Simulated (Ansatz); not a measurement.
Sr (fcc, Cu type)

```yaml
crystal:
  lattice:
    - [0.00000, 3.01445, 3.01445]
    - [3.01445, 0.00000, 3.01445]
    - [3.01445, 3.01445, 0.00000]
  atoms:
    - { symbol: Sr, position: [0.00000, 0.00000, 0.00000] }
```

Two coordinates are scanned: the volume, and the ratio of the stretch along z (the conventional c axis) to the stretch across it. Atoms keep their fractional coordinates.

Calculation: PBE (plane waves to 420 eV, PAW, scalar-relativistic; Ansatz, a first-principles code). k mesh 13×13×13 (Γ-centred), Fermi-Dirac smearing 0.05 eV. Compression counts positive. With partly filled bands, the response to shear is sensitive to the k mesh, so small differences along c/a are uncertain. Sr was relaxed with its symmetry unable to fall. The PAW data are Ansatz's earlier set.

At one point of the scan the stress tensor (GPa) is:

```
    1.4      0.0      0.0
    0.0      1.4      0.0
    0.0      0.0      0.4
```

Which point is it?
(A) V/V₀ = 1.000, (c/a)/(c/a)₀ = 1.120
(B) V/V₀ = 0.920, (c/a)/(c/a)₀ = 1.120
(C) V/V₀ = 0.960, (c/a)/(c/a)₀ = 1.060
(D) V/V₀ = 0.920, (c/a)/(c/a)₀ = 0.880

B, V/V₀ = 0.920, (c/a)/(c/a)₀ = 1.120

(A scan under strain: stresses follow from slopes of the energy per volume, elastic moduli from its curvatures.)
